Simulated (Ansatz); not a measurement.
**Ti4C3: relaxed-ion elastic tensor**

Method: DFT PBE, scalar-relativistic, plane waves, PAW in Ansatz. Settings: 420 eV plane-wave cutoff, Γ-centred 10×10×10 mesh, Fermi-Dirac smearing of 0.15 eV. No spin polarisation.

Equilibrium structure at this level:
```
Ti C
1.0
     4.31173    0.00000    0.00000
     0.00000    4.31173    0.00000
     0.00000    0.00000    4.31173
Ti C
4 3
Cartesian
  2.1559 0.0000 0.0000
  0.0000 2.1559 0.0000
  0.0000 0.0000 2.1559
  2.1559 2.1559 2.1559
  0.0000 2.1559 2.1559
  2.1559 0.0000 2.1559
  2.1559 2.1559 0.0000
```

The cell was found from a structure generator's guess, not taken from experiment. In a metal, frequencies and elastic constants depend on the k mesh and the smearing, soft modes and shear constants most.

(1) Give the relaxed-ion elastic constants (GPa, Voigt order xx yy zz yz xz xy, on the Cartesian axes of the cell above).

(2) Is the crystal stable against homogeneous strain?

(3) And the moduli of a polycrystal (Hill averages)?

Results:

(1)
C11 = 440.7, C12 = 104.2, C13 = 104.2, C22 = 440.7, C23 = 104.2, C33 = 440.7, C44 = 120.5, C55 = 120.5, C66 = 120.5 GPa; the others vanish.

(2) Yes: the least eigenvalue of the tensor is 120.5 GPa.

(3) B = 216 GPa, G = 138 GPa, E = 341 GPa, ν = 0.24.
